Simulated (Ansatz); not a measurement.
**Field gradients at the nuclei in SiO2**

The cell is a structure deposited in the COD, its atoms then relaxed with PBE in this cell.

```
CELL_PARAMETERS angstrom
4.17730 0.00000 0.00000
0.00000 4.17730 0.00000
0.00000 0.00000 2.66520
ATOMIC_POSITIONS crystal
Si 0.00000 0.00000 0.00000
Si 0.50000 0.50000 0.50000
O 0.30549 0.30549 0.00000
O 0.19451 0.80549 0.50000
O 0.69451 0.69451 0.00000
O 0.80549 0.19451 0.50000
```

Atoms are numbered from 1 in the order listed; like atoms form one site, named after its first atom.

Level of theory: DFT, PBE, plane waves and PAW, scalar-relativistic, 420 eV cutoff, Γ-centred 5×5×7 k-points, Fermi–Dirac smearing 0.02 eV (Ansatz 0.2.0).

V_zz is the principal component of the electric field gradient with the largest magnitude, η = (V_xx − V_yy)/V_zz and C_Q = eQV_zz/h. Directions are in the Cartesian axes of the cell vectors above, for the atom listed; none is given where the gradient is under 0.02 or η is above 0.95.

```csv
site,first atom,first shell,V_zz (10²¹ V/m²),η,"direction of V_zz (x, y, z)"
Si,1,6 O at 1.76–1.80 Å,1.70,0.57,0.71 0.71 0.00
O,3,3 Si at 1.76–1.80 Å,-11.12,0.17,-0.71 0.71 0.00
```

At O V_zz stands upright on the plane through its three neighbours (within 1°).

At this cell the PBE pressure is 11 GPa, so with PBE the cell would grow if it were relaxed. The entry's cell may itself be off.
